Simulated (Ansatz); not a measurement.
**LuSe: pressure against volume**

A database entry relaxed whole under r2SCAN (Fm-3m):

```
CELL_PARAMETERS angstrom
0.00000 2.80378 2.80378
2.80378 0.00000 2.80378
2.80378 2.80378 0.00000
ATOMIC_POSITIONS crystal
Lu 0.00000 0.00000 0.00000
Se 0.50000 0.50000 0.50000
```

The cell was scaled uniformly, its shape held, and the atoms relaxed at each volume with plane-wave PAW DFT (Ansatz 0.2.0; r2SCAN, 500 eV, 10×10×10 Γ-centred mesh, fermi-dirac occupations of width 0.100 eV; no spin, no spin-orbit coupling). One row is withheld.

```
volume (Å³/atom)  energy over the lowest (meV/atom)  pressure (GPa)
          20.719                               24.7            6.49
          21.159                               10.4            4.10
          21.600                                  ?               ?
          22.041                                0.0            0.00
          22.482                                2.7           -1.74
          22.923                                9.9           -3.31
          23.364                               21.2           -4.70
```

Q: Fit the pressures of the other rows to the third-order Birch-Murnaghan form.

A: With f = [(V₀/V)^(2/3) − 1]/2 and P = 3B₀f(1 + 2f)^(5/2)[1 + 3(B₀′ − 4)f/2], least squares gives V₀ = 22.04 Å³ an atom, B₀ = 91.7 GPa and B₀′ = 4.4; the rows miss the fit by less than 0.01 GPa. The slope of the energies differs from these pressures by 0.09 GPa, since they are taken to zero smearing while pressures follow the free energy.

Q: What does the withheld row hold?

A: The fit gives 1.93 GPa at 21.600 Å³; the run gave 1.94 GPa and 2.4 meV an atom.

Caveats: the shape of the cell was held; 0 K, fixed nuclei; the symmetry was kept, and this need not be the phase that is stable at 0 K; one mesh for all volumes; pressure is positive in compression.
